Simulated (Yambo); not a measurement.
Optical response of LuBrO

```
CELL_PARAMETERS angstrom
      3.75403     0.00000     0.00000
      0.00000     3.75403     0.00000
      0.00000     0.00000     8.28600
ATOMIC_POSITIONS crystal
  O  0.00000 0.00000 0.50000
  O  0.50000 0.50000 0.50000
  Br 0.50000 0.00000 0.16741
  Br 0.00000 0.50000 0.83259
  Lu 0.00000 0.50000 0.36536
  Lu 0.50000 0.00000 0.63464
```

Yambo, RPA with local fields on PBEsol bands; 4×4×2 mesh, 108 bands, 3 Ry local-field block, 0.2 eV broadening; field along x.

| E (eV) | Im ε | Re ε | Im ε, independent particles |
|---|---|---|---|
| 0.0 | 0.00 | 4.81 | 0.00 |
| 0.5 | 0.01 | 4.83 | 0.02 |
| 1.0 | 0.03 | 4.88 | 0.04 |
| 1.5 | 0.05 | 4.98 | 0.06 |
| 2.0 | 0.07 | 5.13 | 0.08 |
| 2.5 | 0.11 | 5.34 | 0.12 |
| 3.0 | 0.16 | 5.66 | 0.19 |
| 3.5 | 0.29 | 6.18 | 0.32 |
| 4.0 | 0.94 | 7.07 | 1.00 |
| 4.5 | 1.21 | 6.98 | 1.35 |
| 5.0 | 2.27 | 7.28 | 2.63 |
| 5.5 | 4.57 | 9.67 | 5.71 |
| 6.0 | 7.53 | 4.27 | 8.98 |
| 6.5 | 5.74 | 5.02 | 7.28 |
| 7.0 | 6.59 | 4.18 | 8.40 |
| 7.5 | 7.61 | 1.88 | 9.02 |
| 8.0 | 5.68 | 1.11 | 6.92 |
| 8.5 | 5.14 | 0.76 | 6.00 |
| 9.0 | 4.59 | 0.94 | 5.31 |
| 9.5 | 5.28 | -0.30 | 5.79 |
| 10.0 | 3.74 | -0.41 | 4.25 |
| 10.5 | 3.77 | -0.50 | 4.21 |
| 11.0 | 2.87 | -1.13 | 3.21 |
| 11.5 | 2.47 | -0.75 | 2.73 |
| 12.0 | 1.96 | -0.68 | 2.18 |
| 12.5 | 1.92 | -0.19 | 2.52 |
| 13.0 | 1.89 | -0.53 | 2.10 |
| 13.5 | 1.54 | -0.46 | 1.70 |
| 14.0 | 1.16 | -0.34 | 1.33 |
| 14.5 | 1.19 | -0.02 | 1.35 |
| 15.0 | 1.07 | 0.07 | 1.20 |
| 15.5 | 1.16 | 0.13 | 1.21 |
| 16.0 | 0.97 | 0.13 | 1.07 |
| 16.5 | 0.91 | 0.17 | 0.93 |
| 17.0 | 0.85 | 0.19 | 0.83 |
| 17.5 | 0.82 | 0.27 | 0.79 |
| 18.0 | 0.76 | 0.34 | 0.74 |
| 18.5 | 0.77 | 0.35 | 0.73 |
| 19.0 | 0.62 | 0.41 | 0.63 |
| 19.5 | 0.67 | 0.53 | 0.71 |
| 20.0 | 0.58 | 0.56 | 0.67 |

Structure narrower than a few tenths of an eV can come from the finite k mesh. Convergence of the RPA response with its 4×4×2 mesh was not tested. No excitonic effects at this level.

The 4f states are in the valence at their DFT position.

Spin-orbit coupling is not included.

Geometry relaxed with PBE+D3(BJ).
